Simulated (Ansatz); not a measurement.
BAs (zinc blende)

```
BAs
1.0
    0.00000     2.40468     2.40468
    2.40468     0.00000     2.40468
    2.40468     2.40468     0.00000
As B
1 1
Direct
  0.75000   0.75000   0.75000
  0.00000   0.00000   0.00000
```

The slice is a {100} plane (indices of the conventional cell) through the point (0.750, 0.750, 0.750) (fractional), spanned by u = [100] and v = [0 1 -1] in vectors of this cell: u (3.40 Å) and v (3.40 Å, at 90° to u). It covers one period; positions are fractions (u, v).

The numbers are results of PBE (plane waves to 420 eV, PAW, scalar-relativistic; Ansatz, a quantum-chemistry and plane-wave program), not measurements. k mesh 12×12×12. Near the nuclei the fields are pseudised (PAW); where an atom keeps semicore shells as valence, they peak there. BAs was relaxed with its symmetry unable to fall. The PAW data are Ansatz's earlier set.

Task: Sketch the density of the highest valence band (whole band, smooth part) on this plane as a map.

Result: 
| v \ u | 0.00 | 0.10 | 0.20 | 0.30 | 0.40 | 0.50 | 0.60 | 0.70 | 0.80 | 0.90 |
|---|---|---|---|---|---|---|---|---|---|---|
| 0.90 | 0.042 | 0.077 | 0.123 | 0.098 | 0.061 | 0.047 | 0.061 | 0.098 | 0.123 | 0.077 |
| 0.80 | 0.125 | 0.123 | 0.101 | 0.063 | 0.037 | 0.028 | 0.037 | 0.063 | 0.101 | 0.123 |
| 0.70 | 0.115 | 0.098 | 0.063 | 0.034 | 0.018 | 0.014 | 0.018 | 0.034 | 0.063 | 0.098 |
| 0.60 | 0.073 | 0.061 | 0.037 | 0.018 | 0.009 | 0.006 | 0.009 | 0.018 | 0.037 | 0.061 |
| 0.50 | 0.057 | 0.047 | 0.028 | 0.014 | 0.006 | 0.004 | 0.006 | 0.014 | 0.028 | 0.047 |
| 0.40 | 0.073 | 0.061 | 0.037 | 0.018 | 0.009 | 0.006 | 0.009 | 0.018 | 0.037 | 0.061 |
| 0.30 | 0.115 | 0.098 | 0.063 | 0.034 | 0.018 | 0.014 | 0.018 | 0.034 | 0.063 | 0.098 |
| 0.20 | 0.125 | 0.123 | 0.101 | 0.063 | 0.037 | 0.028 | 0.037 | 0.063 | 0.101 | 0.123 |
| 0.10 | 0.042 | 0.077 | 0.123 | 0.098 | 0.061 | 0.047 | 0.061 | 0.098 | 0.123 | 0.077 |
| 0.00 | 0.002 | 0.042 | 0.125 | 0.115 | 0.073 | 0.057 | 0.073 | 0.115 | 0.125 | 0.042 |

Values: density of the highest valence band (whole band, smooth part) in e/Å³.
